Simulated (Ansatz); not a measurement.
## Equation of state of manganese, hcp

All numbers below come from Ansatz 0.2.0, DFT, BLYP, plane waves (420 eV) with PAW, scalar-relativistic. (PAW data from PBE, frozen cores regenerated.)

The cell is scaled uniformly from the relaxed one, with fractional coordinates and shape fixed. Energies are extrapolated to zero smearing, pressures are those at the given smearing. Magnetic state: spin not included. Spin polarisation is off; a magnetic state may lie lower.

```
V (Å³/atom)  E − E₀ (meV/atom)  P (GPa)
      9.780              154.1    42.64
     10.224               62.1    25.21
     10.669               13.6    11.22
     11.113                0.0    -0.02
     11.558               14.5    -9.04
     12.002               51.4   -16.26
     12.447              106.4   -22.04
```

Fit a third-order Birch-Murnaghan equation.

V₀ = 11.09 Å³/atom, B₀ = 254 GPa, B₀′ = 4.5.
